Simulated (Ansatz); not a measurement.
**Data sheet: Rh (DFT)**

Rh:
```cif
data_Rh2
_chemical_formula_sum 'Rh2'
_space_group_name_H-M_alt 'P 1'
_space_group_IT_number 1
_cell_length_a 3.84151
_cell_length_b 3.84151
_cell_length_c 3.84151
_cell_angle_alpha 60.000
_cell_angle_beta 60.000
_cell_angle_gamma 60.000
loop_
_space_group_symop_operation_xyz
  'x, y, z'
loop_
_atom_site_label
_atom_site_type_symbol
_atom_site_fract_x
_atom_site_fract_y
_atom_site_fract_z
_atom_site_occupancy
Rh1 Rh 0.00000 0.00000 0.00000 1
Rh2 Rh 0.25000 0.25000 0.25000 1
```

Space group Fd-3m (No. 227), diamond; conventional cell a = 5.4327 Å, b = 5.4327 Å, c = 5.4327 Å, α = 90.00°, β = 90.00°, γ = 90.00°.

Method: PBEsol (plane waves, PAW; program Ansatz). The cell and atoms are relaxed at this level. Other levels are named where they apply.

Cell and energy:

| Quantity | Result |
|---|---|
| Volume per atom | 20.04 Å³ |
| Density | 8.53 g/cm³ |

Electronic structure:

| Item | Value |
|---|---|
| Electronic character | metallic (no gap) |
| Density of states at the Fermi level | 1.7 states/eV per atom (mean over ±0.08 eV) |
| Gap with spin–orbit coupling | none (metallic) |

Magnetism:

| Quantity | Result |
|---|---|
| Magnetic order | non-magnetic (starting moments vanished) |

Mechanics:

| Item | Value |
|---|---|
| Bulk modulus (Birch–Murnaghan fit) | 150 GPa |
| Pressure derivative B′ | 5.0 |
| Elastic constants (relaxed ions, GPa) | C11 = 138, C12 = 156, C44 = 6.5 |
| Mechanical stability | unstable (C has a negative eigenvalue) |

Phonons:

| Property | Value |
|---|---|
| Highest zone-centre frequency | 247 cm^-1 |
| Zone-centre stability | no imaginary mode at Γ |

The start of the workflow was typed in or built on a structure type; neither database checked (COD, Materials Project) lists it. It is not the phase usual at ambient conditions (space group No. 225). Symmetry was held in the PBEsol relaxation. The workflow began spin-polarised and lost its moments. As this level gives no gap, shear constants depend on the k-mesh and smearing (Fermi–Dirac, 0.1 eV here). As this level gives no gap, phonon frequencies hold no LO–TO term and depend on the k-mesh and smearing (Fermi–Dirac, 0.1 eV here). Spin–orbit coupling is left out wherever it is not named.

Potentials: the later of the program's two PAW sets.
